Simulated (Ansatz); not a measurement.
TiAs:
```
TiAs
1.0
    3.19550     0.00000     0.00000
    0.00000     3.19550     0.00000
    0.00000     0.00000     3.19550
Ti As
1 1
Cartesian
  0.00000   0.00000   0.00000
  1.59775   1.59775   1.59775
```

Relaxed with PBE. Special points in fractions of this cell's reciprocal vectors: Γ (0.000, 0.000, 0.000); X (0.000, 0.500, 0.000); M (0.500, 0.500, 0.000); R (0.500, 0.500, 0.500).

Q: List the band energies nearest the Fermi level at these points for PBE (plane waves, PAW; program Ansatz).

A: In eV from the Fermi level; about four levels below and three above (degenerate sets whole), none deeper than 8.9 eV; points with the same levels are listed once.

```json
[
 {"k": "Γ", "below": "-1.23 -1.23", "above": "0.79 0.79 0.79"},
 {"k": "X", "below": "-6.61 -0.95 -0.95 -0.46", "above": "2.01 2.72 5.55 5.55"},
 {"k": "M", "below": "-4.28 -4.28 -1.24", "above": "0.84 0.84 2.17"},
 {"k": "R", "below": "-8.28 -4.73 -4.73 -4.73", "above": "2.80 2.80 3.22 3.22 3.22"}
]
```

Space group Pm-3m (CsCl type). A made-up cell: these elements were put on the sites of a structure type; neither database checked (COD, Materials Project) lists it. COD files the formula under space group No. 194, so this cell is another polymorph or a model. Its standing as an ambient phase is unchecked. The PBE relaxation kept the symmetry of its start; its stability against distortions is not shown here. The run is not spin-polarised. Scalar-relativistic: spin–orbit coupling is off unless named, which matters more the heavier the elements.

Potentials: the earlier of the program's two PAW sets.
